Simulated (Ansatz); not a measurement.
CdF2 (fluorite)

```
CELL_PARAMETERS angstrom
      0.00000     2.69422     2.69422
      2.69422     0.00000     2.69422
      2.69422     2.69422     0.00000
ATOMIC_POSITIONS crystal
  Cd 0.00000 0.00000 0.00000
  F  0.25000 0.25000 0.25000
  F  0.75000 0.75000 0.75000
```

The slice is a {111} plane (indices of the conventional cell) through the point (0.250, 0.250, 0.250) (fractional), spanned by u = [100] and v = [-1 2 0] in vectors of this cell: u (3.81 Å) and v (6.60 Å, at 90° to u). It covers one period; positions are fractions (u, v).

Level of theory: r2SCAN (plane waves to 500 eV, PAW, scalar-relativistic; Ansatz, an electronic-structure program). k mesh 11×11×11. These are valence fields of a PAW run, semicore shells included where kept as valence: close to a nucleus they are smooth pseudo fields. CdF2 was relaxed with its symmetry unable to fall.

Problem. Predict the map of the electron localisation function (ELF) on the slice.

Solution. 
```
v \ u  0.00  0.14  0.29  0.43  0.57  0.71  0.86
-----  ----  ----  ----  ----  ----  ----  ----
0.88   0.70  0.37  0.08  0.33  0.33  0.08  0.37
0.75   0.02  0.02  0.09  0.22  0.22  0.09  0.02
0.62   0.02  0.02  0.19  0.59  0.59  0.19  0.02
0.50   0.06  0.04  0.69     x     x  0.69  0.04
0.38   0.36  0.21  0.08  0.65  0.65  0.08  0.21
0.25   0.25  0.15  0.04  0.02  0.02  0.04  0.15
0.12   0.64  0.42  0.05  0.02  0.02  0.05  0.42
0.00      x  0.81  0.21  0.05  0.05  0.21  0.81
```

Values: electron localisation function (ELF). Points within 0.5 Å of a nucleus are blanked (x), as the pseudised field means little there.
